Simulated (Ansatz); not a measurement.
The start is a relaxed P cell displaced along its unstable phonon at q = (½, ½, ½) of its primitive reciprocal cell (112i cm⁻¹), largest move 0.15 Å. A full variable-cell relaxation at zero pressure is run with PBEsol (plane waves to 420 eV, PAW, scalar-relativistic; Ansatz, a first-principles code). The first steps use a coarse 13×13×13 k-mesh.

Input geometry:
```
CELL_PARAMETERS angstrom
      4.84139     0.00000     0.00000
      2.42070     2.42070     0.00000
      2.42070     0.00000     2.42070
ATOMIC_POSITIONS crystal
  P  0.71902 0.50000 0.56197
  P  0.28098 0.50000 0.43803
```

Question: What pressure does the first self-consistent step give?

Answer: +7.8 GPa (positive: the cell is compressed).

Question: What is the largest force in the starting geometry, and on which atom (counted from 1)?

Answer: 1.44 eV/Å, on P1, P2 (atoms numbered as listed).

Question: How much energy is released per atom?

Answer: 0.05 eV/atom.

Question: How does the volume per atom move from start to end?

Answer: +1.2 %, from 14.18 to 14.36 Å³/atom.

Question: Is the parent structure recovered?

Answer: It does not go back: it reaches I4/mmm (No. 139), 0.02 eV/atom below the parent.

Question: Is the relaxed structure metallic? Give its gap.

Answer: Zero (metallic).

Final values are on a 19×19×19 k-mesh of the relaxed cell. No spin polarisation in the result.

The run could not lose the symmetry of its start: the end is stationary, and may be a saddle point rather than a minimum.

The relaxed structure here is a generated cell of P: the first start was made by placing the elements on the sites of a structure type, and the end was not matched to a known phase here, so it may be hypothetical. Known forms of P include space group No. 64.
